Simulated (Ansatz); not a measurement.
# K2CdSe2O6 — electric field gradients

The cell is a measured structure from the Crystallography Open Database (COD), its atoms then relaxed with PBE in this cell.

Space group R-3m:H (No. 166); a = 5.6975, c = 18.9486 Å, γ = 120.00°.

```csv
site,Wyckoff,site symmetry,x,y,z
K,6c,3m,0.0000,0.0000,0.8028
Cd,3a,-3m,0.0000,0.0000,0.0000
Se,6c,3m,0.0000,0.0000,0.6230
O,18h,.m,0.1575,0.8425,0.5847
```

One atom of each set is listed; the run and its k-mesh use a cell of 11 atoms with edges of 7.12, 7.12, 7.12 Å.

Level of theory: DFT, PBE, plane waves and PAW, scalar-relativistic, 420 eV cutoff, Γ-centred 5×5×5 k-points, Fermi–Dirac smearing 0.02 eV (Ansatz 0.2.0).

V_zz is the principal component of the electric field gradient with the largest magnitude, η = (V_xx − V_yy)/V_zz and C_Q = eQV_zz/h. ν_Q = 3|C_Q|/[2I(2I − 1)].

K-41: I = 3/2, Q = 73.40 mb; 17O: I = 5/2, Q = -25.58 mb. Quadrupole moments are those of Pyykkö's year-2017 table.

| site | atoms | first shell | C_Q (MHz) | η | ν_Q (MHz) |
| --- | --- | --- | --- | --- | --- |
| K | 2 | 9 O at 2.79–3.03 Å | ≈0 | – | 0 |
| O | 6 | 1 Se at 1.72 Å; also 1 Cd at 2.33 Å, 3 K at 2.79–3.03 Å | -7.91 | 0.18 | 1.19 |

At O V_zz points along its bond to Se (within 6°).

Cd, Se have no stable isotope with a ground-state quadrupole moment in the table, so these sites are left out.
